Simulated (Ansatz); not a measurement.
The relaxed structure here is a generated cell of Co: the first start was made by placing the elements on the sites of a structure type, and the end was not matched to a known phase here, so it may be hypothetical. Known forms of Co include space group No. 194.

A relaxed cell of Co (Fmmm (No. 69)), relaxed on a k-mesh at least as fine as the one used below. All values below come from PBEsol (plane waves to 420 eV, PAW, scalar-relativistic; Ansatz, a program for electronic structure). Γ-centred k-mesh 15×8×15 on the run's cell (coarser than for final values), Fermi–Dirac smearing 0.05 eV.

```xyz
4
Lattice="0.0000 2.0358 4.3097 2.5186 0.0000 8.6194 1.2593 2.0358 0.0000" Properties=species:S:1:pos:R:3 pbc="T T T"
Co     1.2593     2.0358     1.1543
Co     2.5186     2.0358     5.4640
Co     1.2593     2.0358     7.4651
Co     2.5186     2.0358    11.7748
```
Spin-polarised start, with parallel moments on Co.

The atoms are displaced by (Å):

| atom | ux | uy | uz |
|---|---|---|---|
| Co1 | 0.090 | 0.008 | -0.104 |
| Co2 | 0.228 | 0.051 | -0.025 |
| Co3 | 0.024 | -0.028 | -0.051 |
| Co4 | 0.044 | -0.033 | 0.190 |

Question: What forces (eV/Å) and pressure result?

Answer: 
```tsv
atom	Fx	Fy	Fz
Co1	0.18	-0.11	2.05
Co2	-0.41	0.26	0.06
Co3	0.21	-0.13	-0.22
Co4	0.02	-0.02	-1.89
```

Pressure +1.7 GPa.

Question: Estimate the energy cost of the displacement in the harmonic approximation and compare with the calculation.

Answer: For a harmonic well ΔE = −½ Σ F·u = 0.310 eV a cell, or 77 meV/atom. The calculated energy relative to the undisplaced cell is +0.05 eV/atom, so anharmonic terms matter at this amplitude.

The undisplaced cell is probably no minimum: from this displacement the run went on to P6₃/mmc (No. 194), 0.36 eV/atom below it.

Spin state reached: ferromagnetic (net 1.67 μB/atom), from parallel starting moments; other spin orders were not run from this start.
